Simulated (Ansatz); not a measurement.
A relaxed structure of HfO₂. Space group Pnma (No. 62). Calculation: r2SCAN (plane waves to 500 eV, PAW, scalar-relativistic; Ansatz, a first-principles code).

```cif
data_Hf4O8
_chemical_formula_sum 'Hf4 O8'
_space_group_name_H-M_alt 'Pnma'
_space_group_IT_number 62
_space_group_name_Hall '-P 2ac 2n'
_cell_length_a 10.52004
_cell_length_b 3.45549
_cell_length_c 3.82342
_cell_angle_alpha 90.000
_cell_angle_beta 90.000
_cell_angle_gamma 90.000
loop_
_space_group_symop_operation_xyz
  'x, y, z'
  '-x, -y, -z'
  '-x+1/2, -y, z+1/2'
  'x+1/2, y, -z+1/2'
  'x+1/2, -y+1/2, -z+1/2'
  '-x+1/2, y+1/2, z+1/2'
  '-x, y+1/2, -z'
  'x, -y+1/2, z'
loop_
_atom_site_label
_atom_site_type_symbol
_atom_site_symmetry_multiplicity
_atom_site_Wyckoff_symbol
_atom_site_fract_x
_atom_site_fract_y
_atom_site_fract_z
_atom_site_occupancy
Hf1 Hf 4 c 0.13441 0.25000 0.08064 1
O1 O 4 c 0.21690 0.25000 0.58890 1
O2 O 4 c 0.04001 0.75000 0.20621 1
```

For HfO2, the volume per atom comes out as 11.58 Å³ and the density comes out as 10.06 g/cm³. The band gap comes out as 5.34 eV, indirect (valence top at Γ, conduction bottom at k = (0, 0.4, 0)) (no spin-orbit coupling). The smallest direct gap comes out as 5.41 eV at Γ and the shortest distances is Hf–O 2.05 Å; O–O 2.49 Å; Hf–Hf 3.37 Å. The k-mesh comes out as 3×10×9.

Band energies at high-symmetry points (eV from the VBM; labels of this space group; no spin-orbit coupling), from −5 eV up to 8.2 eV:

```json
[
 {"point": "Γ", "energies": "-4.90 -4.47 -4.47 -4.30 -3.94 -3.86 -3.80 -3.44 -3.41 -3.28 -2.50 -2.49 -2.38 -1.97 -1.81 -1.23 -1.03 -0.99 -0.86 -0.68 -0.53 -0.48 -0.42 0.00 5.41 5.74 6.26 6.26 6.59 6.68 6.72 6.98 7.09 8.09"},
 {"point": "X", "energies": "-4.51 -4.51 -4.32 -4.32 -4.13 -4.13 -3.98 -3.98 -2.89 -2.89 -2.89 -2.89 -1.60 -1.60 -1.44 -1.44 -1.29 -1.29 -0.81 -0.81 -0.50 -0.50 -0.28 -0.28 5.66 5.66 6.07 6.07 6.85 6.85 6.93 6.93 7.36 7.36"},
 {"point": "S", "energies": "-4.14 -4.14 -4.14 -4.14 -3.34 -3.34 -3.34 -3.34 -2.98 -2.98 -2.98 -2.98 -1.86 -1.86 -1.86 -1.86 -1.15 -1.15 -1.15 -1.15 -0.77 -0.77 -0.77 -0.77 5.61 5.61 5.61 5.61 6.75 6.75 6.75 6.75 8.04 8.04 8.04 8.04"},
 {"point": "Y", "energies": "-4.20 -4.20 -4.00 -4.00 -3.52 -3.52 -3.32 -3.32 -3.17 -3.17 -2.65 -2.65 -1.91 -1.91 -1.66 -1.66 -1.47 -1.47 -1.08 -1.08 -0.97 -0.97 -0.53 -0.53 5.40 5.40 5.88 5.88 6.70 6.70 6.76 6.76 7.94 7.94 8.14 8.14"},
 {"point": "Z", "energies": "-4.44 -4.44 -3.85 -3.85 -3.83 -3.83 -3.37 -3.37 -3.17 -3.17 -2.98 -2.98 -2.46 -2.46 -1.98 -1.98 -1.45 -1.45 -1.14 -1.14 -0.51 -0.51 -0.25 -0.25 5.44 5.44 5.72 5.72 6.40 6.40 7.25 7.25 7.35 7.35 7.53 7.53"},
 {"point": "U", "energies": "-4.30 -4.30 -4.07 -4.07 -3.83 -3.83 -3.34 -3.34 -3.20 -3.20 -3.06 -3.06 -2.23 -2.23 -1.84 -1.84 -1.55 -1.55 -1.23 -1.23 -0.49 -0.49 -0.32 -0.32 5.53 5.53 5.71 5.71 6.47 6.47 7.16 7.16 7.36 7.36 7.37 7.37"},
 {"point": "R", "energies": "-3.37 -3.37 -3.37 -3.37 -2.50 -2.50 -2.50 -2.50 -1.70 -1.70 -1.70 -1.70 -1.18 -1.18 -1.18 -1.18 -0.51 -0.51 -0.51 -0.51 6.41 6.41 6.41 6.41 6.74 6.74 6.74 6.74 7.90 7.90 7.90 7.90"},
 {"point": "T", "energies": "-4.50 -4.50 -3.88 -3.88 -3.18 -3.18 -2.87 -2.87 -2.00 -2.00 -1.79 -1.79 -1.73 -1.73 -1.27 -1.27 -1.05 -1.05 -0.64 -0.64 -0.42 -0.42 6.39 6.39 6.44 6.44 6.71 6.71 6.75 6.75 7.82 7.82 7.99 7.99"}
]
```

No spin polarisation in the result.

It was reached from a disturbed copy of a P6₃/mmc (No. 194) cell, against which it lies -842 meV/atom.

The first start was generated by placing the elements on the sites of a structure type. Materials Project lists a structure of HfO2 in the same space group, Pnma (No. 62); the sites were not compared with it, nor with measured phases. Known forms of HfO2 include space group No. 14, 29, 137, 225.
